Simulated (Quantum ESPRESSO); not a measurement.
# Kohn-Sham bands of Ca2AsI (R-3m)

```
Ca2AsI
1.0
   -2.19825     3.80748     0.00000
   -4.39650     0.00000     0.00000
   -2.19825     1.26916     7.45085
Ca As I
2 1 1
Direct
  0.76872   0.76872   0.69385
  0.23128   0.23128   0.30615
  0.50000   0.50000   0.50000
  0.00000   0.00000   0.00000
```

Structure: Materials Project mp-28554, symmetrised, not relaxed again. COD (Crystallography Open Database) has an entry of this formula and space group (matched by these alone). Level: PBEsol, spinors with spin-orbit coupling; pw.x of Quantum ESPRESSO at 68 Ry with PseudoDojo potentials, 4×4×4 k-points, Wannier90. Density: 8×8×8 mesh, Gaussian smearing 0.01 Ry.

Energies are relative to the valence-band maximum; weights are on the orthonormalised atomic waves of the pseudopotential files, averaged over the group. 42 electrons a cell are treated as valence.

Task: Into which isolated groups do the bands fall, where do they lie and what are they made of?

Result: 
| bands | from (eV) | to (eV) | filling | weight on atomic waves |
|---|---|---|---|---|
| 1–4 | -40.37 | -40.36 | filled | Ca 3s 99 % |
| 5–8 | -33.88 | -33.88 | filled | As 3d 100 % |
| 9–14 | -33.16 | -33.15 | filled | As 3d 100 % |
| 15–18 | -21.74 | -21.69 | filled | Ca 3p 99 % |
| 19–26 | -21.38 | -21.30 | filled | Ca 3p 99 % |
| 27–28 | -13.42 | -13.12 | filled | I 5s 94 %, Ca 4s 5 % |
| 29–30 | -9.11 | -8.62 | filled | As 4s 86 %, Ca 4s 12 % |
| 31–32 | -4.68 | -3.98 | filled | I 5p 88 %, Ca 4s 8 % |
| 33–42 | -3.75 | 0.00 | filled | As 4p 49 %, I 5p 39 %, Ca 4s 5 % |

The Kohn-Sham gap over both meshes and the path is 1.39 eV.
